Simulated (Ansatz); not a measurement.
Here is the system:

SiC:
```cif
data_C4Si4
_chemical_formula_sum 'Si4 C4'
_space_group_name_H-M_alt 'Fm-3m'
_space_group_IT_number 225
_space_group_name_Hall '-F 4 2 3'
_cell_length_a 4.02804
_cell_length_b 4.02804
_cell_length_c 4.02804
_cell_angle_alpha 90.000
_cell_angle_beta 90.000
_cell_angle_gamma 90.000
loop_
_atom_site_label
_atom_site_type_symbol
_atom_site_symmetry_multiplicity
_atom_site_Wyckoff_symbol
_atom_site_fract_x
_atom_site_fract_y
_atom_site_fract_z
_atom_site_occupancy
Si1 Si 4 a 0.00000 0.00000 0.00000 1
C1 C 4 b 0.50000 0.50000 0.50000 1
```
(The calculation used a cell of 2 atoms; values per cell refer to that cell.)

This is the r²SCAN-relaxed structure.

Problem. All from plane-wave PAW r²SCAN (Ansatz code), unless another level is named. Predict the electronic character.

Solution. metallic (no gap).

Problem. What about the density of states at the Fermi level?

Solution. 0.12 states/eV per atom (mean over ±0.08 eV).

Problem. Next, the formation energy from the elements (no fitted shifts)?

Solution. 0.52 eV/atom.

This is a known high-pressure phase of the composition, computed here at zero pressure and temperature. The r²SCAN relaxation kept the symmetry of its start; whether a distortion lowers the energy is not shown. Its formation energy is positive at this level, so the cell may be metastable or incomplete. The references are the lowest solids computed at this level, not always the standard phases.

Potentials: the later of the program's two PAW sets.
